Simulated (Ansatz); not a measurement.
**Si$_{2}$O in Ansatz, relaxation**

Run with:

```bash
ansatz run input.yaml --threads 2 --pin off --max-ram 2560MiB --backend cpu --events-out ev --progress --plain --runs-dir out
```

input.yaml:

```yaml
crystal:
  lattice:
    - [3.591437, 0.0, 0.0]
    - [-1.795719, 3.110279, 0.0]
    - [0.0, 0.0, 8.797088]
  atoms:
    - { symbol: Si, position: [0.0, 0.0, 0.38] }
    - { symbol: Si, position: [0.0, 0.0, 0.62] }
    - { symbol: Si, position: [0.6667, 0.3333, 0.023] }
    - { symbol: Si, position: [0.3333, 0.6667, 0.977] }
    - { symbol: O, position: [0.6667, 0.3333, 0.306] }
    - { symbol: O, position: [0.3333, 0.6667, 0.694] }
  symmetry: { tolerance: 0.0003 }
kpoints:
  mp_grid: { grid: [9, 9, 3], shift: [0, 0, 0] }
magnetization:
  spin_polarized: false
scf:
  occupations: { method: fermi_dirac, width: 0.0553 }
  lower_state_search: "off"
hamiltonian:
  pseudopotentials: { kind: paw }
  xc: pbesol
basis:
  ecutwfc: 420
  fft_grid_basis: typed
relax:
  max_steps: 40
  cell: { p_target: 0.0 }
output:
  forces: true
  stress: true
  eigenvalues: true
  bader: true
  populations: true
  elf: true
  write_potential: true
  volumetric_format: npy
  dos:
    e_range: [-12, 8]
    de: 0.05
    projected: { site_lists: { O: [O], Si: [Si] } }
  write_density: true
checkpoint:
  read: saved_state
```

Origin of the cell: a known structure type with other elements, at an estimated volume, so it need not be a known compound.

The saved state is a converged single point of the same cell.

Steps («new basis» is an SCF on plane waves selected anew at the same cell):

```json
{"step": "1", "ΔF (meV/atom)": "0.0", "max force component (eV/Å)": "4.676", "P (GPa)": "0.82", "volume (Å³)": "98.27", "SCF iterations": "6", "step was": "accepted"}
{"step": "2", "ΔF (meV/atom)": "-244.9", "max force component (eV/Å)": "2.236", "P (GPa)": "-2.02", "volume (Å³)": "94.90", "SCF iterations": "7", "step was": "accepted"}
{"step": "3", "ΔF (meV/atom)": "-371.8", "max force component (eV/Å)": "0.820", "P (GPa)": "-2.93", "volume (Å³)": "88.91", "SCF iterations": "7", "step was": "accepted"}
{"step": "4", "ΔF (meV/atom)": "-427.5", "max force component (eV/Å)": "0.564", "P (GPa)": "-0.31", "volume (Å³)": "83.86", "SCF iterations": "7", "step was": "accepted"}
{"step": "5", "ΔF (meV/atom)": "-497.7", "max force component (eV/Å)": "0.685", "P (GPa)": "2.97", "volume (Å³)": "80.95", "SCF iterations": "6", "step was": "accepted"}
{"step": "6", "ΔF (meV/atom)": "-550.9", "max force component (eV/Å)": "1.247", "P (GPa)": "7.08", "volume (Å³)": "80.13", "SCF iterations": "6", "step was": "accepted"}
{"step": "7", "ΔF (meV/atom)": "-572.4", "max force component (eV/Å)": "0.796", "P (GPa)": "-2.58", "volume (Å³)": "86.38", "SCF iterations": "7", "step was": "accepted"}
{"step": "8", "ΔF (meV/atom)": "-583.4", "max force component (eV/Å)": "0.130", "P (GPa)": "0.08", "volume (Å³)": "85.09", "SCF iterations": "6", "step was": "accepted"}
{"step": "9", "ΔF (meV/atom)": "-583.5", "max force component (eV/Å)": "0.086", "P (GPa)": "0.29", "volume (Å³)": "85.35", "SCF iterations": "6", "step was": "accepted"}
{"step": "10", "ΔF (meV/atom)": "-583.4", "max force component (eV/Å)": "0.056", "P (GPa)": "-0.27", "volume (Å³)": "85.64", "SCF iterations": "6", "step was": "accepted"}
{"step": "11", "ΔF (meV/atom)": "-583.5", "max force component (eV/Å)": "0.002", "P (GPa)": "0.00", "volume (Å³)": "85.48", "SCF iterations": "6", "step was": "accepted"}
{"step": "12", "ΔF (meV/atom)": "-585.4", "max force component (eV/Å)": "0.003", "P (GPa)": "0.14", "volume (Å³)": "85.48", "SCF iterations": "6", "step was": "new basis"}
{"step": "13", "ΔF (meV/atom)": "-585.5", "max force component (eV/Å)": "0.010", "P (GPa)": "-0.02", "volume (Å³)": "85.57", "SCF iterations": "6", "step was": "accepted"}
{"step": "14", "ΔF (meV/atom)": "-585.5", "max force component (eV/Å)": "0.001", "P (GPa)": "0.00", "volume (Å³)": "85.55", "SCF iterations": "6", "step was": "accepted"}
{"step": "15", "ΔF (meV/atom)": "-585.6", "max force component (eV/Å)": "0.001", "P (GPa)": "0.00", "volume (Å³)": "85.55", "SCF iterations": "6", "step was": "new basis"}
```

Step 1, with forces in eV/Å:

```xyz
6
Lattice="3.591 0.000 0.000 -1.796 3.110 0.000 0.000 0.000 8.797" Properties=species:S:1:pos:R:3:forces:R:3 pbc="T T T" step=1
Si    0.000    0.000    3.343    0.000    0.000   -4.676
Si    0.000    0.000    5.454    0.000    0.000    4.676
Si    1.796    1.037    0.202    0.000    0.000    1.949
Si    0.000    2.074    8.595    0.000    0.000   -1.949
O     1.796    1.037    2.692    0.000    0.000    1.223
O     0.000    2.074    6.105    0.000    0.000   -1.223
```

Step 2, with forces in eV/Å:

```xyz
6
Lattice="3.602 0.000 0.000 -1.801 3.120 0.000 0.000 0.000 8.445" Properties=species:S:1:pos:R:3:forces:R:3 pbc="T T T" step=2
Si    0.000    0.000    3.090    0.000    0.000   -2.236
Si    0.000    0.000    5.355    0.000    0.000    2.236
Si    1.801    1.040    0.324    0.000    0.000    1.434
Si    0.000    2.080    8.121    0.000    0.000   -1.434
O     1.801    1.040    2.715    0.000    0.000    0.692
O     0.000    2.080    5.730    0.000    0.000   -0.692
```

Step 3, with forces in eV/Å:

```xyz
6
Lattice="3.550 0.000 0.000 -1.775 3.074 0.000 0.000 0.000 8.148" Properties=species:S:1:pos:R:3:forces:R:3 pbc="T T T" step=3
Si    0.000    0.000    2.893    0.000    0.000   -0.820
Si    0.000    0.000    5.254    0.000    0.000    0.820
Si    1.775    1.025    0.492    0.000    0.000    0.281
Si    0.000    2.049    7.656    0.000    0.000   -0.281
O     1.775    1.025    2.720    0.000    0.000    0.035
O     0.000    2.049    5.428    0.000    0.000   -0.035
```

Step 4, with forces in eV/Å:

```xyz
6
Lattice="3.539 0.000 0.000 -1.770 3.065 0.000 0.000 0.000 7.729" Properties=species:S:1:pos:R:3:forces:R:3 pbc="T T T" step=4
Si    0.000    0.000    2.670    0.000    0.000   -0.282
Si    0.000    0.000    5.059    0.000    0.000    0.282
Si    1.770    1.022    0.521    0.000    0.000    0.082
Si    0.000    2.043    7.209    0.000    0.000   -0.082
O     1.770    1.022    2.580    0.000    0.000   -0.564
O     0.000    2.043    5.150    0.000    0.000    0.564
```

Step 5, with forces in eV/Å:

```xyz
6
Lattice="3.579 0.000 0.000 -1.789 3.099 0.000 0.000 0.000 7.299" Properties=species:S:1:pos:R:3:forces:R:3 pbc="T T T" step=5
Si    0.000    0.000    2.455    0.000    0.000   -0.046
Si    0.000    0.000    4.844    0.000    0.000    0.046
Si    1.789    1.033    0.507    0.000    0.000   -0.341
Si    0.000    2.066    6.793    0.000    0.000    0.341
O     1.789    1.033    2.395    0.000    0.000   -0.685
O     0.000    2.066    4.904    0.000    0.000    0.685
```

Step 6, with forces in eV/Å:

```xyz
6
Lattice="3.670 0.000 0.000 -1.835 3.178 0.000 0.000 0.000 6.870" Properties=species:S:1:pos:R:3:forces:R:3 pbc="T T T" step=6
Si    0.000    0.000    2.251    0.000    0.000   -0.152
Si    0.000    0.000    4.619    0.000    0.000    0.152
Si    1.835    1.059    0.453    0.000    0.000   -1.247
Si    0.000    2.119    6.416    0.000    0.000    1.247
O     1.835    1.059    2.196    0.000    0.000    0.540
O     0.000    2.119    4.674    0.000    0.000   -0.540
```

Step 7, with forces in eV/Å:

```xyz
6
Lattice="3.843 0.000 0.000 -1.922 3.328 0.000 0.000 0.000 6.753" Properties=species:S:1:pos:R:3:forces:R:3 pbc="T T T" step=7
Si    0.000    0.000    2.192    0.000    0.000   -0.383
Si    0.000    0.000    4.561    0.000    0.000    0.383
Si    1.922    1.109    0.330    0.000    0.000    0.796
Si    0.000    2.219    6.423    0.000    0.000   -0.796
O     1.922    1.109    2.146    0.000    0.000   -0.634
O     0.000    2.219    4.606    0.000    0.000    0.634
```

Step 8, with forces in eV/Å:

```xyz
6
Lattice="3.794 0.000 0.000 -1.897 3.286 0.000 0.000 0.000 6.824" Properties=species:S:1:pos:R:3:forces:R:3 pbc="T T T" step=8
Si    0.000    0.000    2.202    0.000    0.000    0.040
Si    0.000    0.000    4.622    0.000    0.000   -0.040
Si    1.897    1.095    0.367    0.000    0.000    0.095
Si    0.000    2.191    6.457    0.000    0.000   -0.095
O     1.897    1.095    2.145    0.000    0.000   -0.130
O     0.000    2.191    4.680    0.000    0.000    0.130
```

Step 9, with forces in eV/Å:

```xyz
6
Lattice="3.801 0.000 0.000 -1.901 3.292 0.000 0.000 0.000 6.821" Properties=species:S:1:pos:R:3:forces:R:3 pbc="T T T" step=9
Si    0.000    0.000    2.200    0.000    0.000   -0.048
Si    0.000    0.000    4.620    0.000    0.000    0.048
Si    1.901    1.097    0.365    0.000    0.000   -0.038
Si    0.000    2.195    6.456    0.000    0.000    0.038
O     1.901    1.097    2.130    0.000    0.000    0.086
O     0.000    2.195    4.690    0.000    0.000   -0.086
```

Step 10, with forces in eV/Å:

```xyz
6
Lattice="3.802 0.000 0.000 -1.901 3.293 0.000 0.000 0.000 6.839" Properties=species:S:1:pos:R:3:forces:R:3 pbc="T T T" step=10
Si    0.000    0.000    2.205    0.000    0.000    0.056
Si    0.000    0.000    4.634    0.000    0.000   -0.056
Si    1.901    1.098    0.372    0.000    0.000   -0.053
Si    0.000    2.195    6.467    0.000    0.000    0.053
O     1.901    1.098    2.142    0.000    0.000   -0.030
O     0.000    2.195    4.697    0.000    0.000    0.030
```

Step 12, with forces in eV/Å:

```xyz
6
Lattice="3.800 0.000 0.000 -1.900 3.291 0.000 0.000 0.000 6.835" Properties=species:S:1:pos:R:3:forces:R:3 pbc="T T T" step=12
Si    0.000    0.000    2.205    0.000    0.000    0.003
Si    0.000    0.000    4.630    0.000    0.000   -0.003
Si    1.900    1.097    0.368    0.000    0.000   -0.002
Si    0.000    2.194    6.468    0.000    0.000    0.002
O     1.900    1.097    2.138    0.000    0.000   -0.001
O     0.000    2.194    4.698    0.000    0.000    0.001
```

Step 15, with forces in eV/Å:

```xyz
6
Lattice="3.808 0.000 0.000 -1.904 3.298 0.000 0.000 0.000 6.812" Properties=species:S:1:pos:R:3:forces:R:3 pbc="T T T" step=15
Si    0.000    0.000    2.195    0.000    0.000    0.001
Si    0.000    0.000    4.617    0.000    0.000   -0.001
Si    1.904    1.099    0.364    0.000    0.000    0.000
Si    0.000    2.199    6.448    0.000    0.000    0.000
O     1.904    1.099    2.132    0.000    0.000    0.001
O     0.000    2.199    4.680    0.000    0.000   -0.001
```

```
Free energy lowered by                                                                 : 585.6 meV/atom
Volume change                                                                          : -12.94 %
Final pressure                                                                         : 0.00 GPa
Relaxation steps listed                                                                : 15
Formation energy (elements under the same functional, gases as molecules, uncorrected) : -0.445 eV/atom
Gap on the mesh                                                                        : none (metal)
```

Caveats: no spin, though holes on the anions or broken bonds may carry moments; the k mesh is coarse if the cell is a metal; the relaxation held the start's symmetry, so the end may be a saddle point.

The run took 82 s on 2 threads of Intel(R) Xeon(R) Platinum 8375C CPU @ 2.90GHz (Ice Lake), on a shared host, peak memory 0.42 GiB, from a saved density.
